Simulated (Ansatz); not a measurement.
GaP (zinc blende, F-43m) at seven volumes, the program Ansatz at the PBEsol level (PAW), scaled uniformly. One row is withheld.

```tsv
V (Å³/atom)	P (GPa)
18.301	9.88
18.904	?
19.508	2.77
20.111	0.00
20.714	-2.35
21.318	-4.34
21.921	-6.03
```

Q: Fit the shown pressures and predict the withheld one.

A: Third-order Birch–Murnaghan: P = (3/2)B₀(x^(7/2) − x^(5/2))[1 + (3/4)(B′ − 4)(x − 1)] with x = (V₀/V)^(2/3). Least squares on the six rows gives V₀ = 20.111 Å³/atom, B₀ = 84.81 GPa, B′ = 4.47. At V = 18.904, x = 1.0421 and P = 6.03 GPa. The run itself gave 6.04 GPa.

Symmetry was held in the PBEsol relaxation. Scalar-relativistic: spin–orbit coupling is off unless named, which matters more the heavier the elements.

Potentials: the earlier of the program's two PAW sets. The files were generated under PBE; for other functionals the program regenerates the frozen cores, and for LDA and PBEsol the local potential too.
